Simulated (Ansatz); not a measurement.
TlCl:
```
CELL_PARAMETERS angstrom
      0.00000     3.09822     3.09822
      3.09822     0.00000     3.09822
      3.09822     3.09822     0.00000
ATOMIC_POSITIONS crystal
  Tl 0.00000 0.00000 0.00000
  Cl 0.50000 0.50000 0.50000
```

Cartesian axes are those of the cell as given.

Problem. Give the high-frequency dielectric tensor and the Born effective charge tensors of the independent atoms from DFPT, the program Ansatz at the LDA level (PAW).

Solution. 
ε∞:
```
5.17  0.00  0.00
0.00  5.17  0.00
0.00  0.00  5.17
```
Z* of atom 1 (Tl), rows: field, columns: displacement, in e:
```
1.93  0.00  0.00
0.00  1.93  0.00
0.00  0.00  1.93
```
Z* of atom 2 (Cl), rows: field, columns: displacement, in e:
```
-1.93   0.00   0.00
 0.00  -1.93   0.00
 0.00   0.00  -1.93
```

Static charges for comparison (Bader): Tl1 +0.66, Cl2 -0.66 e. Born charges measure polarisation by displacement and can exceed these by far.

Space group Fm-3m (rock salt). The first step of the workflow began from a Materials Project structure, measured or hypothetical; the Crystallography Open Database copy checked does not list it. COD files the formula under space group No. 221. Whether it is the stable phase at ambient conditions was not checked. Symmetry was held in the LDA relaxation; its stability against distortions is not shown here. Scalar-relativistic: spin–orbit coupling is off unless named, which matters more the heavier the elements.

Potentials: the later of the program's two PAW sets.
